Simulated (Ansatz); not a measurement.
# NiAs-type HgP

Computed with Ansatz (plane waves, PAW, 420 eV cutoff): PBEsol, scalar-relativistic, no spin polarisation, 10×10×6 k-mesh, Gaussian smearing of 0.05 eV. The datasets are Ansatz's generated set soft_2.

Space group P6_3/mmc (No. 194). a = 3.676 Å, b = 3.676 Å, c = 6.855 Å, α = 90.00°, β = 90.00°, γ = 120.00°
```json
{"atom": "Hg", "site": "2a", "symmetry": "-3m.", "x": "0.0000", "y": "0.0000", "z": "0.0000"}
{"atom": "P", "site": "2c", "symmetry": "-6m2", "x": "0.3333", "y": "0.6667", "z": "0.2500"}
```

The structure was built from a prototype; whether the compound forms in it isn't claimed.

The cell above was scaled in volume, and shape and atoms were relaxed at each volume within its symmetry. Energies are counted from the cell above.

The cell is relaxed to zero pressure at this level.

```csv
V (Å³/atom),ΔE (meV/atom),P (GPa)
19.25,?,?
19.65,2.1,1.8
20.05,0.0,0.0
20.46,2.0,-1.6
20.86,7.7,-3.0
```

(1) Fill in the withheld row.

(2) What do the points give for the equilibrium volume, the bulk modulus and its pressure derivative (third-order Birch–Murnaghan)?

Answers:

(1) ΔE (meV/atom): 8.8, P (GPa): 3.7.

(2) V0 = 20.05 Å³/atom, B0 = 82 GPa, B0′ = 5.0.

B0·V0 = 82.1 GPa × 20.05 Å³ = 10.27 eV/atom sets the scale: near the minimum ΔE ≈ ½ B0 V0 x², with x = V/V0 − 1, and a pressure of 0.8 GPa squeezes the volume by about 1 %. At the ends of the curve: x = −4.0 % predicts 8.1 meV/atom and the run gives 8.8; x = +4.0 % predicts 8.3 meV/atom and the run gives 7.7. The curve is steeper than the parabola on the compressed side and flatter on the expanded side: the bulk modulus rises with pressure.

Scalar-relativistic only: spin–orbit splittings of the heavy atoms' levels are missing. The run is a metal.
